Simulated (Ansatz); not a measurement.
BaF2:
```yaml
crystal:
  lattice:
    - [0.00000, 3.09757, 3.09757]
    - [3.09757, 0.00000, 3.09757]
    - [3.09757, 3.09757, 0.00000]
  atoms:
    - { symbol: Ba, position: [0.00000, 0.00000, 0.00000] }
    - { symbol: F, position: [0.25000, 0.25000, 0.25000] }
    - { symbol: F, position: [0.75000, 0.75000, 0.75000] }
```

r²SCAN in the plane-wave PAW code Ansatz gives a gap of 7.41 eV without spin–orbit coupling, maximum on the K–Γ line, 37 % of the way from K, minimum at Γ.

### Question
What happens when spin–orbit coupling is switched on?

### Answer
The gap decreases by 0.01 eV, to 7.40 eV; maximum on the K–Γ line, 37 % of the way from K, minimum at Γ.

### Question
Give the electron effective mass with spin–orbit coupling.

### Answer
0.50 mₑ (isotropic).

### Question
Give the hole effective mass with spin–orbit coupling.

### Answer
2.9, 4.3, 7.0 mₑ (principal values).

Space group Fm-3m (fluorite). The cell was relaxed with r²SCAN under the symmetry of its start.

Potentials: the earlier of the program's two PAW sets. The files were generated under PBE; for other functionals the program regenerates the frozen cores, and for LDA and PBEsol the local potential too.
